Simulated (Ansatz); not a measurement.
Relaxed-ion elastic tensor of CaO in space group P6_3/mmc (No. 194; Ca on 2d, O on 2c) in GPa (Voigt order), plane-wave PAW r²SCAN (Ansatz code); density 2.84 g/cm³, 16.37 Å³ per atom.

|  | 1 | 2 | 3 | 4 | 5 | 6 |
|---|---|---|---|---|---|---|
| 1 | 125 | 96.7 | 49.9 | 0.0 | 0.0 | 0.0 |
| 2 | 96.7 | 125 | 49.9 | 0.0 | 0.0 | 0.0 |
| 3 | 49.9 | 49.9 | 207 | 0.0 | 0.0 | 0.0 |
| 4 | 0.0 | 0.0 | 0.0 | 63.7 | 0.0 | 0.0 |
| 5 | 0.0 | 0.0 | 0.0 | 0.0 | 63.7 | 0.0 |
| 6 | 0.0 | 0.0 | 0.0 | 0.0 | 0.0 | 14.0 |

Q: Is the crystal mechanically stable?

A: Yes: the smallest eigenvalue of C is 14.0 GPa.

Q: Work out the Voigt, Reuss and Hill averages.

A: K_V = 94.3, K_R = 93.7, K_H = 94.0; G_V = 45.6, G_R = 26.6, G_H = 36.1 GPa.

Q: Give Young's modulus, Poisson's ratio, Pugh's ratio and the universal anisotropy index.

A: E = 9KG/(3K + G) = 96.0 GPa; ν = 0.33; K/G = 2.60 (ductile by the Pugh limit of 1.75); A_U = 5G_V/G_R + K_V/K_R − 6 = 3.57.

Q: Estimate the sound speeds and the Debye temperature.

A: v_l = √((K + 4G/3)/ρ) = 7070 m/s, v_t = √(G/ρ) = 3560 m/s, mean 4000 m/s; Θ = (h/k)(3n/4πV)^(1/3) v_m = 468 K.

Q: How much does each axis shrink under pressure?

A: Linear compressibilities β_i = Σ_j S_ij (j = 1 to 3): x 3.8, y 3.8, z 3.0 per TPa.

The start of the workflow was typed in or built on a structure type; the Crystallography Open Database copy checked does not list it. It is not the phase usual at ambient conditions (space group No. 225). The cell was relaxed with r²SCAN under the symmetry of its start; its stability against distortions is not shown here.

Potentials: the earlier of the program's two PAW sets.
